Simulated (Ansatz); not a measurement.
SnO2:
```
CELL_PARAMETERS angstrom
      4.82747     0.00000     0.00000
      0.00000     4.82747     0.00000
      0.00000     0.00000     3.23816
ATOMIC_POSITIONS crystal
  Sn 0.50000 0.50000 0.50000
  Sn 0.00000 0.00000 0.00000
  O  0.19343 0.80657 0.50000
  O  0.80657 0.19343 0.50000
  O  0.69343 0.69343 0.00000
  O  0.30657 0.30657 0.00000
```

Relaxed with PBE. Independent-particle spectrum: no excitons, no local fields, no scissors shift; 0.1 eV broadening; ε₁ of the summed bands alone.

Task: Tabulate the dielectric function from plane-wave PAW PBE (Ansatz code).

Result: 

| E (eV) | ε₁ xx | ε₂ xx | ε₁ zz | ε₂ zz |
|---|---|---|---|---|
| 0.0 | 4.61 | 0.00 | 4.87 | 0.00 |
| 0.4 | 4.65 | 0.00 | 4.88 | 0.00 |
| 0.8 | 4.77 | 0.00 | 4.94 | 0.00 |
| 1.2 | 5.07 | 0.01 | 5.05 | 0.00 |
| 1.6 | 5.47 | 0.93 | 5.24 | 0.01 |
| 2.0 | 4.92 | 1.26 | 5.54 | 0.11 |
| 2.4 | 4.64 | 1.32 | 5.89 | 0.37 |
| 2.8 | 4.50 | 1.33 | 6.25 | 1.14 |
| 3.2 | 4.43 | 1.37 | 5.90 | 1.64 |
| 3.6 | 4.38 | 1.40 | 5.65 | 1.89 |
| 4.0 | 4.40 | 1.41 | 5.50 | 2.05 |
| 4.4 | 4.52 | 1.43 | 5.42 | 2.20 |
| 4.8 | 4.80 | 1.57 | 5.41 | 2.37 |
| 5.2 | 5.44 | 1.98 | 5.48 | 2.62 |
| 5.6 | 4.62 | 3.13 | 5.57 | 3.08 |
| 6.0 | 4.92 | 3.21 | 5.05 | 3.70 |
| 6.4 | 3.90 | 4.91 | 4.89 | 3.57 |
| 6.8 | 1.57 | 3.39 | 5.11 | 3.77 |
| 7.2 | 2.32 | 2.50 | 4.99 | 4.66 |
| 7.6 | 2.60 | 2.70 | 5.45 | 5.24 |
| 8.0 | 2.89 | 2.38 | 5.30 | 7.77 |
| 8.4 | 3.90 | 2.68 | 1.22 | 9.06 |
| 8.8 | 3.33 | 3.80 | -0.02 | 5.80 |
| 9.2 | 2.47 | 4.95 | -0.03 | 5.35 |
| 9.6 | 0.67 | 4.14 | -1.22 | 4.70 |
| 10.0 | 0.40 | 3.19 | -0.59 | 3.98 |
| 10.4 | 0.87 | 2.27 | -0.82 | 2.78 |
| 10.8 | 1.38 | 2.31 | -0.46 | 2.37 |
| 11.2 | 1.13 | 2.50 | -0.14 | 1.70 |
| 11.6 | 1.24 | 2.03 | 0.77 | 1.61 |
| 12.0 | 1.37 | 2.11 | 0.97 | 2.26 |

With all bands, ε∞ without local fields is 4.84 (xx = yy), 5.10 (zz). DFPT, with local fields, gives 4.76 (xx = yy), 5.04 (zz).

Space group P4_2/mnm (rutile). Symmetry was held in the PBE relaxation; phonons on a q-mesh show no instability. Scalar-relativistic: spin–orbit coupling is off unless named, which matters more the heavier the elements.

Potentials: the later of the program's two PAW sets.
